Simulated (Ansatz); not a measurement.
Lu (hcp (Mg type), P6_3/mmc), a = b = 3.504 Å, c = 5.455 Å, α = β = 90.00°, γ = 120.00°.

Relaxed with r²SCAN.

Problem. Decompose the optical modes at the zone centre into irreducible representations, and say which are infrared and Raman allowed.

Solution. Point group 6/mmm: Γ_opt = B1g + E2g. Infrared: none. Raman: E2g.

Problem. Assign frequencies (DFPT, DFT-r²SCAN in the program Ansatz with PAW potentials).

Solution. E2g 69, B1g 126 cm⁻¹.

Subscripts of B labels follow the axes of the standard setting.

The r²SCAN relaxation kept the symmetry of its start; of distortions, only those at the zone centre were tested. As this level gives no gap, phonon frequencies hold no LO–TO term and depend on the k-mesh and smearing (Fermi–Dirac, 0.1 eV here). Axis ratios of metals converge slowly with the k-mesh, so a and c are less sure than the volume. Spin–orbit coupling is left out wherever it is not named.

Potentials: the later of the program's two PAW sets.
